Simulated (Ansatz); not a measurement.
Si₂W:
Space group I4/mmm (No. 139); a = 3.2112 Å, b = 3.2112 Å, c = 7.8048 Å, α = 90.00°, β = 90.00°, γ = 90.00°

| atom | site | symmetry | x | y | z |
|---|---|---|---|---|---|
| W | 2a | 4/mmm | 0.0000 | 0.0000 | 0.0000 |
| Si | 4e | 4mm | 0.0000 | 0.0000 | 0.3348 |
(The calculation used a cell of 3 atoms; values per cell refer to that cell.)

Relaxed with r²SCAN.

**Question.** Decompose the optical modes at the zone centre into irreducible representations, and say which are infrared and Raman allowed.

**Answer.** Point group 4/mmm: Γ_opt = A1g + A2u + Eg + Eu. Infrared: A2u, Eu. Raman: A1g, Eg.

**Question.** Assign frequencies (DFPT, the program Ansatz at the r²SCAN level (PAW)).

**Answer.** Eu 265, A2u 311, Eg 341, A1g 455 cm⁻¹.

Symmetry was held in the r²SCAN relaxation; of distortions, only those at the zone centre were tested. No spin polarisation was allowed. As this level gives no gap, phonon frequencies hold no LO–TO term and depend on the k-mesh and smearing (Fermi–Dirac, 0.1 eV here). Spin–orbit coupling is left out wherever it is not named.

Potentials: the later of the program's two PAW sets.
